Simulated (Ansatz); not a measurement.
An Ansatz input:

```yaml
crystal:
  lattice:
    - [2.5811580155, 0.0, 0.0]
    - [0.0, 2.5811580155, 0.0]
    - [0.0, 0.0, 2.5811580155]
  atoms:
    - { symbol: Zn, position: [0.0, 0.0, 0.0] }
hamiltonian:
  xc: r2scan0
  pseudopotentials:
    kind: paw
    azcp:
      Zn: "pseudopotentials/Zn.paw.azcp"
basis:
  ecutwfc: 500
  fft_grid_basis: typed
kpoints:
  mp_grid: { grid: [6, 6, 6], shift: [0, 0, 0] }
magnetization:
  spin_polarized: false
scf:
  occupations: { method: fermi_dirac, width: 0.1 }
```

Output

```
Engine: ansatz 0.2.0, x86_64-unknown-linux-gnu
Pseudopotentials: kind: paw
Pseudopotential: Zn, paw, valence charge 12, recommended cutoff 500 eV (meta_gga) 
Functional definition: r2SCAN0
  parameter a = 0.25
  parameter k0 = 0.174
  parameter k1 = 0.065
  parameter a1 = 4.9479
  exchange = (1 - a)*r2scan_x(k0 = k0, k1 = k1, a1 = a1) + a*exact_x
  correlation = r2scan_c
Crystal: 1 atoms, lattice volume = 17.197 Å³
Basis set: ecut = 500 eV, 461 PW (Γ), exchange–correlation on 80×80×80 points (64 copies of the dense FFT grid, shifted against one another)
Bands: 10, of which v1, the nominal top of the filled ones, is band 6 counted from 1 (5 counted from 0)
Symmetry: 48 space group operations
Space group: Pm-3m (ITA 221), of the structure as read, at distance tolerance 2.6e-5 Å
k-points: 20 of 216
Non-local potential: Zn, projectors of the file, l = 0: 2, l = 1: 2, l = 2: 3, l = 3: 1
PAW form: soft (Blöchl's): semilocal exchange-correlation on the pseudo side does not see the compensation charge
PAW frozen core: Zn, regenerated for the run's functional, and the local potential with it (the file was generated under x = pbe(κ = 0.804, μ = 0.2195149727645171), c = pbe(β = 0.06672455060314922))
PAW one-centre angular grid: Zn, 590 points (default); XC on 261 of its mesh's 2673 points in the sphere
Initial density: superposition of atomic densities (neutral atoms: chi_scale 0, normalization atom), corrected by the library's trained network
Initial wavefunctions: pseudopotential atomic-orbital guess
Functional: x = r2scan, c = r2scan; τ floored in thin density (d = 2e-4 eV/Å³), warm-up for x = 0.75 r2scan + 0.25 exact, c = r2scan; τ floored in thin density (d = 2e-4 eV/Å³)
SCF iter   1: F=—  HF=-3325.411151 eV  |F-HF|=—  |Δ(HF+E_count)|=         —  Δρ=2.43e-2  dr2=5.88e-2  dr2_τ=5.14e-4  ethr=1.77e-3  ⟨swp⟩=10.2  Hψ=1072  notcnv=0
iter 2 solved again at ethr=9.31e-6 eV; its pass at ethr=4.90e-4 eV (dr2=1.12e-3 eV) is discarded
SCF iter   2: F=—  HF=-3325.400606 eV  |F-HF|=—  |Δ(HF+E_count)|=   1.05e-2  Δρ=2.54e-3  dr2=1.12e-3  dr2_τ=2.87e-4  ethr=9.31e-6  ⟨swp⟩=2.3  Hψ=878  notcnv=0
SCF iter   3: F=—  HF=-3325.398560 eV  |F-HF|=—  |Δ(HF+E_count)|=   2.05e-3  Δρ=2.05e-3  dr2=8.54e-4  dr2_τ=2.12e-6  ethr=9.31e-6  ⟨swp⟩=3.4  Hψ=467  notcnv=0
SCF iter   4: F=—  HF=-3325.398379 eV  |F-HF|=—  |Δ(HF+E_count)|=   1.82e-4  Δρ=5.85e-4  dr2=2.40e-5  dr2_τ=1.10e-7  ethr=7.12e-6  ⟨swp⟩=3.1  Hψ=431  notcnv=0
SCF iter   5: F=—  HF=-3325.398408 eV  |F-HF|=—  |Δ(HF+E_count)|=   2.99e-5  Δρ=1.26e-4  dr2=1.84e-6  dr2_τ=1.04e-8  ethr=2.00e-7  ⟨swp⟩=3.9  Hψ=466  notcnv=0
SCF iter   6: F=—  HF=-3325.398411 eV  |F-HF|=—  |Δ(HF+E_count)|=   2.21e-6  Δρ=2.77e-5  dr2=1.64e-7  dr2_τ=4.42e-10  ethr=1.54e-8  ⟨swp⟩=3.0  Hψ=417  notcnv=0
SCF iter   7: F=—  HF=-3325.398411 eV  |F-HF|=—  |Δ(HF+E_count)|=   1.57e-7  Δρ=3.33e-6  dr2=9.37e-10  dr2_τ=5.29e-11  ethr=1.37e-9  ⟨swp⟩=3.6  Hψ=392  notcnv=0
SCF iter   8: F=-3325.398411 eV  HF=-3325.398411 eV  |F-HF|=4.18e-11  |Δ(HF+E_count)|=   3.32e-9  Δρ=2.14e-6  dr2=4.20e-10  dr2_τ=3.53e-12  ethr=7.81e-12  ⟨swp⟩=4.1  Hψ=537  notcnv=0
SCF 1 converged in 8 iterations: F = -3325.398411 eV  dr2 = 4.20e-10
Initial density: handed on by an earlier stage of this run
Initial wavefunctions: those handed on with the density
Functional: x = 0.75 r2scan + 0.25 exact, c = r2scan; τ floored in thin density (d = 2e-4 eV/Å³)
Frozen-core exchange: fock
iter 1 solved again at ethr=4.79e-4 eV; its pass at ethr=1.00e-1 eV (dr2=5.75e-2 eV) is discarded
SCF iter   1: F=—  HF=-3323.833299 eV  |F-HF|=—  |Δ(HF+E_count)|=         —  Δρ=2.58e-2  dr2=6.26e-2  dr2_τ=6.63e-5  ethr=4.79e-4  ⟨swp⟩=3.7  Hψ=862  notcnv=0
SCF iter   2: F=—  HF=-3323.815053 eV  |F-HF|=—  |Δ(HF+E_count)|=   1.82e-2  Δρ=2.91e-3  dr2=2.36e-3  dr2_τ=2.33e-4  ethr=4.79e-4  ⟨swp⟩=3.9  Hψ=564  notcnv=0
SCF iter   3: F=—  HF=-3323.811967 eV  |F-HF|=—  |Δ(HF+E_count)|=   3.09e-3  Δρ=3.56e-3  dr2=2.65e-3  dr2_τ=2.17e-6  ethr=9.79e-6  ⟨swp⟩=4.0  Hψ=602  notcnv=0
SCF iter   4: F=—  HF=-3323.811914 eV  |F-HF|=—  |Δ(HF+E_count)|=   5.34e-5  Δρ=6.04e-4  dr2=1.59e-3  dr2_τ=7.90e-8  ethr=8.18e-6  ⟨swp⟩=2.0  Hψ=320  notcnv=0
SCF iter   5: F=—  HF=-3323.820231 eV  |F-HF|=—  |Δ(HF+E_count)|=   8.32e-3  Δρ=2.39e-3  dr2=6.82e-4  dr2_τ=6.95e-7  ethr=2.25e-7  ⟨swp⟩=4.6  Hψ=615  notcnv=0
SCF iter   6: F=—  HF=-3323.820014 eV  |F-HF|=—  |Δ(HF+E_count)|=   2.18e-4  Δρ=1.26e-4  dr2=1.18e-4  dr2_τ=4.89e-9  ethr=2.25e-7  ⟨swp⟩=4.0  Hψ=581  notcnv=0
SCF iter   7: F=—  HF=-3323.820521 eV  |F-HF|=—  |Δ(HF+E_count)|=   5.08e-4  Δρ=3.96e-4  dr2=2.24e-5  dr2_τ=4.55e-8  ethr=1.66e-8  ⟨swp⟩=4.0  Hψ=581  notcnv=0
SCF iter   8: F=-3323.820514 eV  HF=-3323.820514 eV  |F-HF|=9.01e-8  |Δ(HF+E_count)|=   7.08e-6  Δρ=4.09e-5  dr2=3.93e-6  dr2_τ=7.28e-10  ethr=1.66e-8  ⟨swp⟩=4.0  Hψ=556  notcnv=0
SCF 2 stopped early in 8 iterations: F = -3323.820514 eV  dr2 = 3.93e-6
hybrid outer 1: dexx = +1.023e-2 eV, tail = 4.96e-5 eV
Frozen-core exchange: fock
SCF iter   1: F=—  HF=-3323.820056 eV  |F-HF|=—  |Δ(HF+E_count)|=         —  Δρ=2.43e-4  dr2=7.42e-6  dr2_τ=1.36e-8  ethr=2.07e-6  ⟨swp⟩=3.2  Hψ=429  notcnv=0
iter 2 solved again at ethr=4.24e-10 eV; its pass at ethr=4.39e-8 eV (dr2=5.09e-8 eV) is discarded
SCF iter   2: F=—  HF=-3323.820055 eV  |F-HF|=—  |Δ(HF+E_count)|=   1.19e-6  Δρ=2.26e-5  dr2=2.03e-6  dr2_τ=1.41e-9  ethr=4.24e-10  ⟨swp⟩=2.7  Hψ=850  notcnv=0
SCF iter   3: F=—  HF=-3323.820094 eV  |F-HF|=—  |Δ(HF+E_count)|=   3.93e-5  Δρ=3.50e-5  dr2=1.21e-7  dr2_τ=6.19e-10  ethr=4.24e-10  ⟨swp⟩=4.2  Hψ=579  notcnv=0  defer=1
SCF iter   4: F=-3323.820094 eV  HF=-3323.820094 eV  |F-HF|=5.89e-10  |Δ(HF+E_count)|=   9.40e-8  Δρ=3.02e-6  dr2=1.03e-8  dr2_τ=1.49e-11  ethr=4.24e-10  ⟨swp⟩=4.0  Hψ=542  notcnv=0
SCF 3 converged in 4 iterations: F = -3323.820094 eV  dr2 = 1.03e-8
hybrid outer 2: dexx = +2.009e-6 eV, tail = 3.63e-8 eV, Δε = 1.94e-2 eV (about 6.66e-4 eV left of the loop's levels)
hybrid SCF converged: 2 outer / 12 inner (+8 warm-up), last move |dexx| = 2.01e-6 eV, tail = 3.63e-8 eV
Stability not checked: this state was not tested for a lower state beside it, because the functional holds exact exchange (a hybrid, or Hartree-Fock), whose exchange loop this test does not read (fock_operator; see scf.lower_state_search)
Free energy (F): -3323.820094 eV
Frozen-core exchange: fock
Harris-Foulkes:  -3323.820094 eV  (|F-HF|=5.89e-10)
Internal energy: -3323.814722 eV  (E = F + TS)
E sigma→0 (E₀):  -3323.817408 eV
Entropy (-TS):   -0.005372 eV (-5.372 meV/atom)
Fermi energy:    8.749189 eV
--- Per-component energies (eV) ---
  E_band       = -2.997692
  E_kinetic    = 130.066835
  E_local      = -1662.383655  (includes V_loc(G=0)·N_el)
  E_nonlocal   = 617.019394
  E_hartree    = 701.877870
  E_xc         = -95.938898
  E_vxc        = -41.566487  (∫ρ·V_xc dr)
  E_exx        = -46.333804  (= α·E_x^exact, valence–valence)
  E_paw        = -1828.908244  (= ΣΔE_a)
  E_vpaw       = -359.515532  (= ΣTr[D̂ρ^β])
  E_aug_tail   = -0.000084  (compensation charges beyond the density's cutoff)
  E_vtau       = 2.292516  (kinetic-family band-sum trace: ∫τ·v_τ [+ j·A + Jᵃ·Aᵃ] dr)
  E_ewald      = -1139.658086
  E_core_change = 0.443949  (= ΣΔE_core)
  E_smearing   = -0.005372  (= −TS)
  E_closure    = -0.000000  (closes the sum)
  Σ components = -3323.820094   (vs F -3323.820094, Δ=-9.09e-13)
--- Band table (eV; the first three rows and the last of 20) ---
  k-point 0: bands = ["-2.3050", "-1.9570", "-1.9570", "-0.6590", "-0.6590", "-0.6590", "23.5100", "23.5100"]
  k-point 1: bands = ["-1.9217", "-1.9132", "-1.4018", "-0.7572", "-0.7572", "-0.6510", "17.7217", "24.3029"]
  k-point 2: bands = ["-1.8504", "-1.6687", "-0.9485", "-0.9485", "-0.6350", "1.0395", "11.2799", "26.4972"]
  k-point 19: bands = ["-1.6719", "-1.6719", "-1.6719", "-0.2669", "-0.2669", "16.0229", "16.0229", "16.0229"]
  guard bands above this table: 2 of the run's 10 bands. The solve was not asked for them (output.publish_guard_bands: true or output.eigenvalues: true publishes all)
```

Launched by

```sh
ansatz run input.yaml --threads 4 --pin off --max-ram 8192MiB --backend cpu --events-out ev --progress --plain --runs-dir out
```

On 4 threads of AMD EPYC 7B13 (Zen 3) (shared host) this took about 5.9 s of wall time and 16 s of CPU time, with 0.78 GiB at the peak.
